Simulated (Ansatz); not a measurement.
CdGaO3:
```cif
data_CdGaO3
_chemical_formula_sum 'Ga1 Cd1 O3'
_space_group_name_H-M_alt 'P 1'
_space_group_IT_number 1
_cell_length_a 3.39637
_cell_length_b 3.39637
_cell_length_c 5.05505
_cell_angle_alpha 90.000
_cell_angle_beta 90.000
_cell_angle_gamma 90.000
loop_
_space_group_symop_operation_xyz
  'x, y, z'
loop_
_atom_site_label
_atom_site_type_symbol
_atom_site_fract_x
_atom_site_fract_y
_atom_site_fract_z
_atom_site_occupancy
Ga1 Ga 0.50000 0.50000 0.62844 1
Cd1 Cd 0.00000 0.00000 0.14431 1
O1 O 0.00000 0.50000 0.46585 1
O2 O 0.50000 0.00000 0.46585 1
O3 O 0.50000 0.50000 0.98576 1
```

Relaxed with LDA.

Q: Decompose the optical modes at the zone centre into irreducible representations, and say which are infrared and Raman allowed.

A: Point group 4mm: Γ_opt = 3A1 + B1 + 4E. Infrared: A1, E. Raman: A1, B1, E.

Q: Assign frequencies (DFPT, DFT-LDA in the program Ansatz with PAW potentials).

A: E 15, E 135, A1 182, B1 302, E 312, A1 429, A1 653, E 678 cm⁻¹.

Subscripts of B labels follow the axes of the standard setting.

Space group P4mm. The start of the workflow was typed in or built on a structure type; neither database checked (COD, Materials Project) lists it. Whether it is the stable phase at ambient conditions was not checked. The cell was relaxed with LDA under the symmetry of its start; its stability against distortions is not shown here. A crystal of weakly bound layers computed without a dispersion correction: the cell and the soft elastic constants depend strongly on that. With an odd number of electrons in the cell and no spin polarisation, the count alone makes it a metal. As this level gives no gap, phonon frequencies hold no LO–TO term and depend on the k-mesh and smearing (Fermi–Dirac, 0.1 eV here).

Potentials: the later of the program's two PAW sets.
